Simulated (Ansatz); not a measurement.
SiOs:
```cif
data_Os4Si4
_chemical_formula_sum 'Si4 Os4'
_space_group_name_H-M_alt 'P213'
_space_group_IT_number 198
_space_group_name_Hall 'P 2ac 2ab 3'
_cell_length_a 4.75781
_cell_length_b 4.75781
_cell_length_c 4.75781
_cell_angle_alpha 90.000
_cell_angle_beta 90.000
_cell_angle_gamma 90.000
loop_
_atom_site_label
_atom_site_type_symbol
_atom_site_symmetry_multiplicity
_atom_site_Wyckoff_symbol
_atom_site_fract_x
_atom_site_fract_y
_atom_site_fract_z
_atom_site_occupancy
Si1 Si 4 a 0.83554 0.83554 0.83554 1
Os1 Os 4 a 0.12359 0.12359 0.12359 1
```

Relaxed with r²SCAN.

Q: Which orbitals make up the states near the band edges in r²SCAN in the plane-wave PAW code Ansatz?

A: Top 1 eV of the valence band: Os 5d 79 %, Si 3p 13 %. Bottom 1 eV of the conduction band: Os 5d 84 %, Si 3p 10 %. Projections are on Löwdin-orthogonalised atomic valence shells; empty p or d shells of many metals are not among them.

Q: Tabulate the density of states.

A: States/eV per cell of 8 atoms, in 0.25 eV bins, energy from the valence-band maximum.

```csv
E (eV),total,Os 5d,Si 3p,Si 3s
-7.87,1.93,0.58,0.92,0.15
-7.62,2.86,1.06,1.26,0.20
-7.37,4.78,1.99,2.00,0.28
-7.12,3.47,1.53,1.31,0.25
-6.87,1.46,0.59,0.60,0.09
-6.62,1.84,0.75,0.76,0.09
-6.37,4.94,2.36,1.86,0.20
-6.12,3.61,1.86,1.30,0.14
-5.87,6.01,3.38,2.00,0.19
-5.62,2.08,1.28,0.64,0.07
-5.37,7.09,4.41,2.19,0.23
-5.12,6.47,4.29,1.83,0.16
-4.87,3.86,2.54,1.04,0.14
-4.62,9.33,6.62,2.02,0.31
-4.37,8.63,6.55,1.58,0.16
-4.12,8.86,6.57,1.76,0.16
-3.87,8.46,5.88,1.97,0.21
-3.62,7.29,4.92,1.78,0.16
-3.37,5.01,3.33,1.22,0.13
-3.12,6.98,4.53,1.70,0.23
-2.87,4.01,2.92,0.72,0.12
-2.62,5.42,3.66,1.37,0.09
-2.37,3.93,3.26,0.48,0.04
-2.12,4.57,3.89,0.45,0.06
-1.87,5.11,4.27,0.54,0.09
-1.62,5.76,4.94,0.52,0.08
-1.37,5.34,4.66,0.41,0.08
-1.12,4.47,3.87,0.35,0.08
-0.87,5.20,4.36,0.49,0.12
-0.62,4.65,3.78,0.51,0.12
-0.37,3.74,2.86,0.54,0.11
-0.12,1.86,1.22,0.42,0.08
0.13,0.00,0.00,0.00,0.00
0.38,0.00,0.00,0.00,0.00
0.63,2.68,2.49,0.09,0.03
0.88,4.86,4.31,0.35,0.07
1.13,6.70,5.38,0.92,0.18
1.38,1.71,1.30,0.27,0.09
1.63,0.35,0.26,0.06,0.02
1.88,1.14,0.72,0.25,0.11
2.13,5.29,2.80,1.41,0.69
2.38,3.46,1.64,1.05,0.48
2.63,1.26,0.59,0.34,0.22
2.88,2.12,0.84,0.56,0.45
3.13,2.68,0.93,0.65,0.71
3.38,8.77,2.93,2.19,1.91
3.63,7.20,2.36,1.67,1.33
3.88,5.23,1.48,1.55,0.68
4.13,5.41,1.46,1.80,0.70
4.38,3.17,0.75,1.13,0.37
4.63,4.09,1.01,1.65,0.45
4.88,4.18,0.92,1.80,0.46
5.13,6.17,1.25,2.75,0.55
5.38,3.27,0.59,1.65,0.18
```

Space group P2_13. The workflow started from a Materials Project entry (that database holds measured and hypothetical structures alike); the Crystallography Open Database files this formula in space group No. 198, but the cells were not matched. Its standing as an ambient phase is unchecked. The cell was relaxed with r²SCAN under the symmetry of its start; its stability against distortions is not shown here. No spin polarisation was allowed. Spin–orbit coupling is left out wherever it is not named.

Potentials: the later of the program's two PAW sets.
